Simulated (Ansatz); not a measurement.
HfO₂ (fluorite, space group No. 225), DFT-PBE in the program Ansatz with PAW potentials, all energies at zero smearing, with the estimated change up to a 700 eV cutoff added, with one set of potentials and settings (totals compare only within such a set). Cell of 3 atoms (1 Hf, 2 O): -16861.426 eV.

```
element                            reference phase  E (eV/atom)
-------  -----------------------------------------  -----------
Hf                   P6_3/mmc, 2 atoms in the cell  -15721.3637
O        C2/m, 4 atoms in the cell, spin-polarised    -565.0000
```

Formation energy per atom, worked out: (-16861.426 − 1×(-15721.3637) − 2×(-565.0000))/3 = -3.354 eV/atom (-324 kJ per mol of atoms), at 0 K, without zero-point energy or fitted corrections.

Space group Fm-3m (fluorite). This is a known high-temperature phase of the composition, computed here at zero pressure and temperature. The cell was relaxed with PBE under the symmetry of its start. At this level the phase is dynamically unstable (imaginary phonons). No spin polarisation was allowed. The references are the lowest solids computed at this level, not always the standard phases (solids in place of the gases). Scalar-relativistic: spin–orbit coupling is off unless named, which matters more the heavier the elements.

Potentials: the later of the program's two PAW sets.
